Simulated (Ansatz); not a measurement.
Relaxed-ion elastic tensor of SiC (wurtzite, P6_3mc) in GPa (Voigt order), the program Ansatz at the r²SCAN level (PAW); density 3.22 g/cm³, 10.34 Å³ per atom.

```csv
,1,2,3,4,5,6
1,533,107,49.1,0.0,0.0,0.0
2,107,533,49.1,0.0,0.0,0.0
3,49.1,49.1,575,0.0,0.0,0.0
4,0.0,0.0,0.0,165,0.0,0.0
5,0.0,0.0,0.0,0.0,165,0.0
6,0.0,0.0,0.0,0.0,0.0,213
```

Q: Is the crystal mechanically stable?

A: Yes: the smallest eigenvalue of C is 165 GPa.

Q: Work out the Voigt, Reuss and Hill averages.

A: K_V = 228, K_R = 228, K_H = 228; G_V = 204, G_R = 198, G_H = 201 GPa.

Q: Give Young's modulus, Poisson's ratio, Pugh's ratio and the universal anisotropy index.

A: E = 9KG/(3K + G) = 466 GPa; ν = 0.16; K/G = 1.13 (brittle by the Pugh limit of 1.75); A_U = 5G_V/G_R + K_V/K_R − 6 = 0.17.

Q: Estimate the sound speeds and the Debye temperature.

A: v_l = √((K + 4G/3)/ρ) = 12400 m/s, v_t = √(G/ρ) = 7900 m/s, mean 8690 m/s; Θ = (h/k)(3n/4πV)^(1/3) v_m = 1190 K.

Q: Solve the Christoffel equation for the three sound speeds along x, y, z.

A: Eigenvalues of C_ijkl n_j n_l equal ρv² (piezoelectric stiffening left out). In km/s, slowest first: x 7.15, 8.14, 12.87; y 7.15, 8.14, 12.87; z 7.15, 7.15, 13.36.

Q: How much does each axis shrink under pressure?

A: Linear compressibilities β_i = Σ_j S_ij (j = 1 to 3): x 1.4, y 1.4, z 1.5 per TPa.

Symmetry was held in the r²SCAN relaxation; phonons on a q-mesh show no instability.

Potentials: the later of the program's two PAW sets.
